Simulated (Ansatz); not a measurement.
Values for one crystal, relaxed and computed with the program Ansatz at the PBEsol level (PAW); other levels are named.

```yaml
volume_per_atom: 15.72 Å³
electronic_character: metallic (no gap)
Density of states at the Fermi level: 1.3 states/eV per atom (mean over ±0.08 eV)
Pressure derivative B′: 3.9
Elastic constants (relaxed ions, GPa): C11 = 78.9, C12 = 138, C44 = 74.7
mechanical_stability: unstable (C has a negative eigenvalue)
highest_zone_centre_frequency: 323 cm^-1
```

Q: Which compound is it?
A. TiAl, CsCl type
B. BeCo, CsCl type
C. AlNi, rock salt
D. ZrMo, CsCl type

A: A, TiAl, CsCl type

Space group Pm-3m (CsCl type). The first step of the workflow began from a Materials Project structure, measured or hypothetical; the Crystallography Open Database copy checked does not list it. It is not the phase usual at ambient conditions (space group No. 123). The PBEsol relaxation kept the symmetry of its start. The run is not spin-polarised. As this level gives no gap, shear constants depend on the k-mesh and smearing (Fermi–Dirac, 0.1 eV here). As this level gives no gap, phonon frequencies hold no LO–TO term and depend on the k-mesh and smearing (Fermi–Dirac, 0.1 eV here).

Potentials: the earlier of the program's two PAW sets. The files were generated under PBE; for other functionals the program regenerates the frozen cores, and for LDA and PBEsol the local potential too.
